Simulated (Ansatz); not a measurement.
Sn (beta-Sn type, space group I4_1/amd)

```
Sn
1.0
   -2.91656     2.91656     1.57902
    2.91656    -2.91656     1.57902
    2.91656     2.91656    -1.57902
Sn
2
Direct
  0.75000   0.25000   0.50000
  0.00000   0.00000   0.00000
```

In each cell atom 2 (Sn, nearest neighbour Sn at 3.022 Å; its periodic images, 3.2 Å or more away, move with it) moves by s·(0.000, 0.000, 1.000) (along Cartesian z), the rest being held.

Computed with PBEsol (plane waves to 420 eV, PAW, scalar-relativistic; Ansatz, a program for electronic structure). k mesh 13×13×13 (Γ-centred), Fermi-Dirac smearing 0.05 eV. The energy includes the smearing's −TS. With partly filled bands, energies and forces of such displacements shift with the k mesh and the smearing. F∥ is the force on the atom along that direction. Sn was relaxed with its symmetry unable to fall. The PAW data are Ansatz's earlier set. The zero of ΔE is the undisplaced structure.

Task: Predict the ΔE (eV/cell) and F∥ (eV/Å) at s (Å) = -0.546, -0.364, -0.182, 0.728, 0.910.

Result: 
```tsv
s (Å)	ΔE (eV/cell)	F∥ (eV/Å)
-0.546	0.0422	0.083
-0.364	0.0237	0.111
-0.182	0.0065	0.070
0.728	0.0522	-0.023
0.910	0.0501	0.045
```

(A displaced cell: forces are minus the slopes of the energy, force constants its curvatures, and phonons follow from these.)
